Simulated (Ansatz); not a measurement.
AgW:
```
AgW
1.0
    3.17605     0.00000     0.00000
    0.00000     3.17605     0.00000
    0.00000     0.00000     3.17605
Ag W
1 1
Direct
  0.00000   0.00000   0.00000
  0.50000   0.50000   0.50000
```

Relaxed with PBEsol. Special points in fractions of this cell's reciprocal vectors: Γ (0.000, 0.000, 0.000); X (0.000, 0.500, 0.000); M (0.500, 0.500, 0.000); R (0.500, 0.500, 0.500).

Problem. List the band energies nearest the Fermi level at these points for plane-wave PAW PBEsol (Ansatz code).

Solution. In eV from the Fermi level; about four levels below and three above (degenerate sets whole), none deeper than 8.9 eV; points with the same levels are listed once.

```tsv
k	below	above
Γ	-5.05 -5.05 -5.05 -0.80 -0.80	2.46 2.46 2.46
X	-2.24 -2.13 -0.43 -0.43	1.73 3.60 13.36
M	-5.90 -5.90 -4.01 -2.57 -0.21	0.03 0.03 2.02 2.02
R	-3.97 -3.97 -3.28 -3.28 -3.28	3.40 3.40 4.97
```

Space group Pm-3m (CsCl type). The start of the workflow was typed in or built on a structure type; neither database checked (COD, Materials Project) lists it. Its standing as an ambient phase is unchecked. Symmetry was held in the PBEsol relaxation. At this level the phase is mechanically unstable. No spin polarisation was allowed. Its formation energy is positive at this level, so the cell may be metastable or incomplete. Scalar-relativistic: spin–orbit coupling is off unless named, which matters more the heavier the elements.

Potentials: the later of the program's two PAW sets.
